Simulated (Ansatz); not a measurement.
Si:
```yaml
crystal:
  lattice:
    - [0.00000, 2.70077, 2.70077]
    - [2.70077, 0.00000, 2.70077]
    - [2.70077, 2.70077, 0.00000]
  atoms:
    - { symbol: Si, position: [0.75000, 0.75000, 0.75000] }
    - { symbol: Si, position: [0.50000, 0.50000, 0.50000] }
```

Relaxed with LDA.

Task: Give the optical modes at the zone centre with their infrared activity from DFPT, the program Ansatz at the LDA level (PAW).

Result: Transverse frequencies, without the LO–TO term; a row sums one degenerate level.

```
ω (cm⁻¹)  degeneracy  IR ((D/Å)²/amu)     activity  symmetry
--------  ----------  ---------------  -----------  --------
513                3             0.00  IR-inactive       T2g
```

Space group Fd-3m (diamond). The cell was relaxed with LDA under the symmetry of its start.

Potentials: the earlier of the program's two PAW sets. The files were generated under PBE; for other functionals the program regenerates the frozen cores, and for LDA and PBEsol the local potential too.
